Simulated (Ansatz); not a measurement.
## Fields on a plane of HfO2 (tetragonal-ZrO2 type, space group P4_2/nmc)

```
HfO2
1.0
    3.57698     0.00000     0.00000
    0.00000     3.57698     0.00000
    0.00000     0.00000     5.20360
Hf O
2 4
Direct
  0.00000   0.00000   0.00000
  0.50000   0.50000   0.50000
  0.00000   0.50000   0.19607
  0.00000   0.50000   0.69607
  0.50000   0.00000   0.30393
  0.50000   0.00000   0.80393
```

The slice is a (010) plane (indices of the conventional cell) through the point (0.000, 0.000, 0.000) (fractional), spanned by u = [100] and v = [001] in vectors of this cell: u (3.58 Å) and v (5.20 Å, at 90° to u). It covers one period; positions are fractions (u, v).

Atoms on it: Hf at (0.00, 0.00); O at (0.50, 0.30); O at (0.50, 0.80).

Calculation: r2SCAN (plane waves to 500 eV, PAW, scalar-relativistic; Ansatz, an electronic-structure program). k mesh 9×9×7. Near the nuclei the fields are pseudised (PAW); where an atom keeps semicore shells as valence, they peak there. HfO2 is run without spin polarisation. HfO2 was relaxed with its symmetry unable to fall. Spin-orbit coupling is left out, though Hf is heavy. The PAW data are Ansatz's earlier set. This is a high-temperature form of HfO2.

```
v \ u  0.00  0.18  0.35  0.53  0.71  0.88
-----  ----  ----  ----  ----  ----  ----
0.92   0.85  0.53  0.71  0.80  0.31  0.77
0.83   0.46  0.13  0.82     x  0.76  0.23
0.75   0.03  0.18  0.81     x  0.77  0.05
0.67   0.02  0.10  0.70  0.81  0.53  0.04
0.58   0.02  0.03  0.10  0.15  0.07  0.02
0.50   0.01  0.06  0.28  0.37  0.20  0.03
0.42   0.02  0.27  0.77  0.80  0.68  0.08
0.33   0.02  0.39  0.80     x  0.79  0.12
0.25   0.03  0.18  0.83     x  0.79  0.05
0.17   0.46  0.13  0.68  0.81  0.33  0.29
0.08   0.85  0.70  0.07  0.15  0.09  0.82
0.00      x  0.77  0.13  0.37  0.14  0.85
```

Values: electron localisation function (ELF). Points within 0.4 Å of a nucleus are blanked (x), as the pseudised field means little there.

```
|9999886644443344444444334444668899|
|8888775544444455555555444444557788|
|6666554444445566666666554444445566|
|4444443344446666777766664444334444|
|3333223333446677777777664433332233|
|1111222233445566777766554433222211|
|1111112222334455666655443322221111|
|0000111122333344444444333322111100|
|0000001111222233333333222211110000|
|0000000011112222222222221111000000|
|0000000011112222222222221111000000|
|0000000011222233333333222211000000|
|0000001122223344444444332222110000|
|0000111122334455555555443322111100|
|0000112233445566666666554433221100|
|0011112233445566777766554433221111|
|1111112233446666777766664433221111|
|1111222233445566777766554433222211|
|3333222233444455666655444433222233|
|4444443333334444444444443333334444|
|6666554433333333333333333333445566|
|8888775544332222222222223344557788|
|9999886644332222222222223344668899|
|9999886655333333333333333355668899|
```
Scale: ten equal steps from -1.63 (start of '0') to 1.78 (end of '9'), in the order '0123456789'. Values: log₁₀ of the valence density in e/Å³. The map has 17 points along u (two characters each, u = 0 at the left) and 24 along v (v = 0 in the bottom row). The scale is logarithmic, as a density can span decades between atoms and voids.

- Density on the Hf–O line (2.06 Å) at its density minimum, 1.1 Å from Hf = 0.73 e/Å³
- ELF at that point = 0.3
- Element round which the density of the highest valence band (whole band, smooth part) is largest on this plane = O
- Element round which the density of the lowest conduction band (whole band as if filled, smooth part) is largest on this plane = Hf
